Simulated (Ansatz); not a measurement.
Input file for Ansatz (a first-principles code):

Ansatz 0.2 input:
```yaml
crystal:
  lattice:
    - [0.0, 2.3206951279, 2.3206951279]
    - [2.3206951279, 0.0, 2.3206951279]
    - [2.3206951279, 2.3206951279, 0.0]
  atoms:
    - { symbol: C, position: [0.0, 0.0, 0.0] }
    - { symbol: Zr, position: [0.5, 0.5, 0.5] }
kpoints:
  mp_grid: { grid: [15, 15, 15] }
hamiltonian:
  xc: lda
  pseudopotentials: { kind: paw }
scf:
  occupations: { method: fermi_dirac, width: 0.1 }
phonons:
  method: dfpt
  response_accuracy: low
  eigenvectors: true
  rigid_motions: translations
```

Output (shortened):

```
zone centre: on kpoints.mp_grid the ground state, and the responses unless they are solved on pairs of k-points, stand on 288 of the mesh's 3375 k-points, …
Pseudopotentials: kind: paw
Pseudopotential: C, paw, valence charge 4
Pseudopotential: Zr, paw, valence charge 12
Functional definition: SPW92
Crystal: 2 atoms, lattice volume = 24.997 Å³
Basis set: ecut = 420 eV, 531 PW (Γ), exchange–correlation on 48×48×48 points (8 copies of the dense FFT grid, shifted against one another)
Bands: 12, of which v1, the nominal top of the filled ones, is band 8 counted from 1 (7 counted from 0)
Symmetry: 48 space group operations
k-points: 288 of 3375 (irreducible under 8 space group operations, time reversal used)
PAW frozen core: C, regenerated for the run's functional, and the local potential with it
PAW frozen core: Zr, regenerated for the run's functional, and the local potential with it
Initial wavefunctions: pseudopotential atomic-orbital guess
Eigensolver: davidson
Functional: x = slater, c = lda
SCF iter   1: F=—  HF=-4322.328910 eV  |F-HF|=—  |Δ(HF+E_count)|=         —  Δρ=7.00e-3  dr2=1.28e-2  ethr=1.77e-3  ⟨swp⟩=5.0  Hψ=17355  notcnv=0
all-band conjugate gradients solve this SCF's bands
preconditioner: auto → none
SCF iter   2: F=—  HF=-4322.327291 eV  |F-HF|=—  |Δ(HF+E_count)|=   1.62e-3  Δρ=4.63e-3  dr2=6.45e-3  ethr=8.00e-5  ⟨swp⟩=1.0  Hψ=5760  notcnv=0
SCF iter   3: F=—  HF=-4322.325942 eV  |F-HF|=—  |Δ(HF+E_count)|=   1.35e-3  Δρ=8.98e-4  dr2=8.07e-5  ethr=4.03e-5  ⟨swp⟩=2.2  Hψ=4513  notcnv=0
SCF iter   4: F=—  HF=-4322.325908 eV  |F-HF|=—  |Δ(HF+E_count)|=   3.47e-5  Δρ=1.23e-4  dr2=2.04e-6  ethr=5.05e-7  ⟨swp⟩=2.0  Hψ=5638  notcnv=0
SCF iter   5: F=—  HF=-4322.325907 eV  |F-HF|=—  |Δ(HF+E_count)|=   3.48e-7  Δρ=2.47e-5  dr2=1.85e-7  ethr=1.28e-8  ⟨swp⟩=2.8  Hψ=5156  notcnv=0
SCF iter   6: F=—  HF=-4322.325907 eV  |F-HF|=—  |Δ(HF+E_count)|=   5.17e-8  Δρ=3.42e-6  dr2=1.69e-9  ethr=1.16e-9  ⟨swp⟩=3.0  Hψ=6009  notcnv=0
SCF iter   7: F=-4322.325907 eV  HF=-4322.325907 eV  |F-HF|=3.64e-12  |Δ(HF+E_count)|=  5.73e-10  Δρ=1.82e-7  dr2=5.39e-12  ethr=1.00e-12  ⟨swp⟩=4.9  Hψ=17824  notcnv=0
SCF 1 converged in 7 iterations: F = -4322.325907 eV  dr2 = 5.39e-12
DFPT response loops at Γ: preconditioner auto → Kerker (q_TF=auto, 2.533 Å⁻¹) (partly filled bands, converged f_vac=0.000) …
SCF converged after 7 iterations
Free energy (F): -4322.325907 eV
Harris-Foulkes:  -4322.325907 eV  (|F-HF|=3.64e-12)
Internal energy: -4322.315734 eV  (E = F + TS)
E sigma→0 (E₀):  -4322.320821 eV
Entropy (-TS):   -0.010173 eV (-5.087 meV/atom)
Fermi energy:    15.223798 eV
--- Per-component energies (eV) ---
  E_band       = -41.207390
  E_kinetic    = 425.275552
  E_local      = -580.824015  (includes V_loc(G=0)·N_el)
  E_nonlocal   = 109.838062
  E_hartree    = 173.602078
  E_xc         = -210.589542
  E_vxc        = -253.050687  (∫ρ·V_xc dr)
  E_paw        = -2939.829526  (= ΣΔE_a)
  E_vpaw       = -89.650509  (= ΣTr[D̂ρ^β])
  E_aug_tail   = 0.000033  (compensation charges beyond the density's cutoff)
  E_ewald      = -1300.221608
  E_core_change = 0.433233  (= ΣΔE_core)
  E_smearing   = -0.010173  (= −TS)
  E_closure    = 0.000000  (closes the sum)
  Σ components = -4322.325907   (vs F -4322.325907, Δ=0.00e0)
  [band-id]    e_kinetic+e_local+e_nonlocal+2·e_hartree+e_vxc+e_vpaw+e_augmentation_tail = -41.207410   (vs E_band -41.207390, Δ=-2.02e-5)
--- Band table (eV; the first three rows and the last of 288) ---
  k-point 0: bands = ["-32.5825", "-10.3153", "-10.3153", "-10.3153", "3.9236", "16.1749", "16.1749", "16.1749", "16.2799", "16.2799", "16.2799", "18.1373"]
  k-point 1: bands = ["-32.5772", "-10.3621", "-10.3193", "-10.3193", "4.0334", "15.3323", "15.5523", "15.5523", "16.5278", "16.5278", "16.8982", "18.7321"]
  k-point 2: bands = ["-32.5624", "-10.4922", "-10.3304", "-10.3304", "4.3493", "14.2964", "14.6922", "14.6922", "16.8618", "16.8618", "17.3631", "19.9053"]
  k-point 287: bands = ["-32.4196", "-10.9335", "-10.8980", "-10.6550", "5.8729", "12.3554", "12.8931", "12.9607", "18.2730", "18.8841", "21.1285", "22.6668"]
  band table: 12 of 12 bands, residual norms ≤ 1.0e-3 eV
--- Phonons (Γ-DFPT): 2 representative perturbations + reference, on 288 of 3375 k-points (Σ response iterations 6) ---
  k mesh reduced under 8 symmetry operations, with k and −k counted as one. Each operation leaves every solved perturbation unchanged …
  ASR residual: 2.629e-4 → 0.000e0 eV/Å²; symmetrization residual: 1.202e-5 eV/Å²
  ASR residual per site (eV/Å²): 1.31e-4 2.63e-4
  Γ frequencies (cm⁻¹): 0.00 0.00 0.00 450.65 450.65 450.65
  non-analytic LO–TO correction: not included (Born effective charges unavailable; polar crystals: no LO–TO splitting at Γ)
```

Cost: very roughly 30 core-seconds on shared cores.

Space group Fm-3m (rock salt). The LDA relaxation kept the symmetry of its start; of distortions, only those at the zone centre were tested. No spin polarisation was allowed. As this level gives no gap, phonon frequencies hold no LO–TO term and depend on the k-mesh and smearing (Fermi–Dirac, 0.1 eV here). Scalar-relativistic: spin–orbit coupling is off unless named, which matters more the heavier the elements.

Potentials: the later of the program's two PAW sets.

Ansatz is a plane-wave DFT program.
